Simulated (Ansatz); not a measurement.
Ansatz (a first-principles code) input:

Ansatz 0.2 input:
```yaml
crystal:
  lattice:
    - [-2.0935146617, 2.0935146617, 5.0136028631]
    - [2.0935146617, -2.0935146617, 5.0136028631]
    - [2.0935146617, 2.0935146617, -5.0136028631]
  atoms:
    - { symbol: Mg, position: [0.2132577888, 0.2132577888, 0.0] }
    - { symbol: Mg, position: [0.9632577888, 0.4632577888, 0.5] }
    - { symbol: Mg, position: [0.5367422112, 0.0367422112, 0.5] }
    - { symbol: Mg, position: [0.7867422112, 0.7867422112, 0.0] }
    - { symbol: N, position: [0.0, 0.0, 0.0] }
    - { symbol: N, position: [0.75, 0.25, 0.5] }
    - { symbol: F, position: [0.5, 0.5, 0.0] }
    - { symbol: F, position: [0.25, 0.75, 0.5] }
kpoints:
  mp_grid: { grid: [6, 6, 6] }
hamiltonian:
  xc: hse06
  pseudopotentials: { kind: paw }
scf:
  n_extra_bands: 8
  occupations: { method: fixed }
output:
  eigenvalues: true
  eigenstates:
    e_range: [-9.0, 11.3]
    kpoints:
      - [0.0, 0.0, 0.1875]  # VBM
      - [0.0, 0.0, 0.0]  # CBM
      - [0.0, 0.0, 0.0]  # GAMMA
      - [0.5, 0.5, -0.5]  # M
      - [0.0, 0.0, 0.5]  # X
      - [0.25, 0.25, 0.25]  # P
      - [0.0, 0.5, 0.0]  # N
      - [-0.2935905313, 0.2935905313, 0.2935905313]  # S_0
      - [0.2935905313, 0.7064094687, -0.2935905313]  # S
      - [-0.0871810627, 0.0871810627, 0.5]  # R
      - [0.5, 0.5, -0.0871810627]  # G
```

Output (shortened):

```
Pseudopotential: Mg, paw, valence charge 10
Pseudopotential: N, paw, valence charge 5
Pseudopotential: F, paw, valence charge 7
Functional definition: HSE06
davidson cushion auto → on  (no smearing: the cushion is to keep the highest requested band from converging to the state above it …
Crystal: 8 atoms, lattice volume = 87.895 Å³
Basis set: ecut = 420 eV, 1677 PW (Γ)
Bands: 40, of which v1, the nominal top of the filled ones, is band 32 counted from 1 (31 counted from 0)
Symmetry: 16 space group operations
Space group: I41/amd (ITA 141), of the structure as read, at distance tolerance 4.4e-5 Å
k-points: 30 of 216
SCF iter   1: F=—  HF=-10088.619504 eV  |F-HF|=—  |Δ(HF+E_count)|=         —  Δρ=2.28e-3  dr2=6.81e-3  ethr=1.77e-3  ⟨swp⟩=8.9  Hψ=5448  notcnv=0
preconditioner: auto → none
SCF iter   2: F=—  HF=-10088.619369 eV  |F-HF|=—  |Δ(HF+E_count)|=   1.35e-4  Δρ=2.19e-3  dr2=3.53e-3  ethr=1.06e-5  ⟨swp⟩=4.5  Hψ=3509  notcnv=0  defer=2
iter 3 solved again at ethr=3.46e-7 eV; its pass at ethr=5.52e-6 eV (dr2=2.22e-4 eV) is discarded
SCF iter   3: F=-10088.618689 eV  HF=-10088.618652 eV  |F-HF|=3.66e-5  |Δ(HF+E_count)|=   7.17e-4  Δρ=5.31e-4  dr2=2.21e-4  ethr=3.46e-7  ⟨swp⟩=2.4  Hψ=5671  notcnv=0
SCF 1 stopped early in 3 iterations: F = -10088.618689 eV  dr2 = 2.21e-4
Crystal: 8 atoms, lattice volume = 87.895 Å³
Exchange kernel: α = 0.2500, screened, ω = 0.2079 Å⁻¹, Wigner–Seitz truncation, v(0) = 1046.8807 eV·Å³, q-mesh 6×6×6, nearest image of the exchange supercell L …
Frozen-core exchange: fock
SCF iter   1: F=—  HF=-10089.467816 eV  |F-HF|=—  |Δ(HF+E_count)|=         —  Δρ=8.08e-3  dr2=4.01e-2  ethr=3.46e-6  ⟨swp⟩=6.7  Hψ=5438  notcnv=0
preconditioner: auto → none
SCF iter   2: F=—  HF=-10089.453760 eV  |F-HF|=—  |Δ(HF+E_count)|=   1.41e-2  Δρ=4.20e-3  dr2=7.14e-3  ethr=3.46e-6  ⟨swp⟩=4.0  Hψ=4178  notcnv=0
SCF iter   3: F=—  HF=-10089.466676 eV  |F-HF|=—  |Δ(HF+E_count)|=   1.29e-2  Δρ=2.06e-3  dr2=2.85e-3  ethr=3.46e-6  ⟨swp⟩=3.9  Hψ=3468  notcnv=0
SCF iter   4: F=—  HF=-10089.465813 eV  |F-HF|=—  |Δ(HF+E_count)|=   8.63e-4  Δρ=2.48e-4  dr2=7.34e-5  ethr=3.46e-6  ⟨swp⟩=3.0  Hψ=2883  notcnv=0
SCF iter   5: F=—  HF=-10089.466012 eV  |F-HF|=—  |Δ(HF+E_count)|=   1.99e-4  Δρ=3.18e-4  dr2=6.90e-5  ethr=7.40e-8  ⟨swp⟩=4.1  Hψ=3638  notcnv=0  defer=4
SCF iter   6: F=—  HF=-10089.466000 eV  |F-HF|=—  |Δ(HF+E_count)|=   1.21e-5  Δρ=1.74e-4  dr2=2.58e-5  ethr=7.40e-8  ⟨swp⟩=3.9  Hψ=3450  notcnv=0
SCF iter   7: F=-10089.465992 eV  HF=-10089.465993 eV  |F-HF|=1.28e-6  |Δ(HF+E_count)|=   6.71e-6  Δρ=4.65e-5  dr2=3.08e-6  ethr=3.77e-8  ⟨swp⟩=3.0  Hψ=2901  notcnv=0
SCF 2 stopped early in 7 iterations: F = -10089.465992 eV  dr2 = 3.08e-6
hybrid outer 1: dexx = +1.555e-2 eV, tail = 1.23e-4 eV
Crystal: 8 atoms, lattice volume = 87.895 Å³
Exchange kernel: α = 0.2500, screened, ω = 0.2079 Å⁻¹, Wigner–Seitz truncation, v(0) = 1046.8807 eV·Å³, q-mesh 6×6×6, nearest image of the exchange supercell L …
Frozen-core exchange: fock
SCF iter   1: F=—  HF=-10089.465948 eV  |F-HF|=—  |Δ(HF+E_count)|=         —  Δρ=5.33e-5  dr2=2.21e-6  ethr=9.63e-7  ⟨swp⟩=2.7  Hψ=2671  notcnv=0
preconditioner: auto → none
iter 2 solved again at ethr=2.10e-10 eV; its pass at ethr=2.54e-9 eV (dr2=1.34e-7 eV) is discarded
SCF iter   2: F=—  HF=-10089.465948 eV  |F-HF|=—  |Δ(HF+E_count)|=   1.39e-7  Δρ=2.15e-5  dr2=1.91e-7  ethr=2.10e-10  ⟨swp⟩=2.0  Hψ=6792  notcnv=0
SCF iter   3: F=-10089.465948 eV  HF=-10089.465948 eV  |F-HF|=4.98e-8  |Δ(HF+E_count)|=   7.06e-7  Δρ=8.16e-6  dr2=4.60e-8  ethr=2.10e-10  ⟨swp⟩=4.6  Hψ=3913  notcnv=0  defer=5
SCF 3 converged in 3 iterations: F = -10089.465948 eV  dr2 = 4.60e-8
hybrid outer 2: dexx = +7.321e-7 eV, tail = 1.66e-7 eV, Δε = 1.39e-3 eV (about 9.65e-5 eV left of the loop's levels)
the search or the solves at the SCF's close seem to have found levels that the self-consistency loop had missed (the run counts 2) …
NSCF: frozen V_eff on 11 k-points
hybrid SCF converged: 2 outer / 10 inner (+3 warm-up), last move |dexx| = 7.32e-7 eV, tail = 1.66e-7 eV
Stability not checked (fock_operator)
Free energy (F): -10089.465948 eV
Frozen-core exchange: fock
Harris-Foulkes:  -10089.465949 eV  (|F-HF|=4.98e-8)
Internal energy: -10089.465948 eV  (E = F + TS)
E sigma→0 (E₀):  -10089.465948 eV
Fermi energy:    6.810705 eV
--- Per-component energies (eV) ---
  E_band       = -1495.201403
  E_kinetic    = 992.530025
  E_local      = -7132.481337  (includes V_loc(G=0)·N_el)
  E_nonlocal   = 610.223720
  E_hartree    = 2510.902874
  E_xc         = -324.978907
  E_vxc        = -412.585768  (∫ρ·V_xc dr)
  E_exx        = -287.270553  (= α·E_x^exact, valence–valence)
  E_paw        = -1613.248048  (= ΣΔE_a)
  E_vpaw       = -0.162872  (= ΣTr[D̂ρ^β])
  E_aug_tail   = 0.004384  (compensation charges beyond the density's cutoff)
  E_ewald      = -4844.903892
  E_core_change = -0.244214  (= ΣΔE_core)
  E_smearing   =  0.000000  (= −TS)
  E_closure    =  0.000000  (closes the sum)
  Σ components = -10089.465948   (vs F -10089.465948, Δ=-1.82e-12)
  [band-id]    e_kinetic+e_local+e_nonlocal+2·e_hartree+e_vxc+2·e_exx+e_vpaw+e_augmentation_tail = -1495.207208   (vs E_band -1495.201403, Δ=-5.81e-3)
--- Band table (eV; the first three rows and the last of 30) ---
  k-point 0: bands = ["-71.6417", "-71.6357", "-71.6320", "-71.6294", "-36.6081", "-36.6081", "-36.5994", "-36.5994", "-36.5743", "-36.5554", "-36.5421", "-36.5258", "-36.4860", "-36.4860", "-36.4396", "-36.4396", "-20.0649", "-19.9073", "-7.0395", "-5.9387", …
  k-point 1: bands = ["-71.6405", "-71.6358", "-71.6321", "-71.6304", "-36.6139", "-36.6056", "-36.6034", "-36.5950", "-36.5711", "-36.5554", "-36.5485", "-36.5299", "-36.4831", "-36.4779", "-36.4470", "-36.4375", "-20.0351", "-19.9006", "-6.9606", "-5.9729", …
  k-point 2: bands = ["-71.6377", "-71.6358", "-71.6328", "-71.6326", "-36.6242", "-36.6190", "-36.5927", "-36.5871", "-36.5633", "-36.5584", "-36.5579", "-36.5399", "-36.4780", "-36.4614", "-36.4591", "-36.4355", "-19.9695", "-19.8941", "-6.6818", "-6.0533", …
  k-point 29: bands = ["-71.6392", "-71.6392", "-71.6302", "-71.6302", "-36.6095", "-36.6095", "-36.5984", "-36.5984", "-36.5635", "-36.5635", "-36.5354", "-36.5354", "-36.4849", "-36.4849", "-36.4403", "-36.4403", "-19.9859", "-19.9859", "-6.5640", …
```

Cost: around 14 core-minutes (rough) on shared cores.

The points marked VBM and CBM come from a semilocal run.

Space group I4_1/amd. The first step of the workflow began from a Materials Project structure, measured or hypothetical; the Crystallography Open Database files this formula in space group No. 141, but the cells were not matched. Its standing as an ambient phase is unchecked. The cell was relaxed with PBEsol under the symmetry of its start; whether a distortion lowers the energy is not shown.

Potentials: the later of the program's two PAW sets.

Ansatz is a plane-wave DFT program.
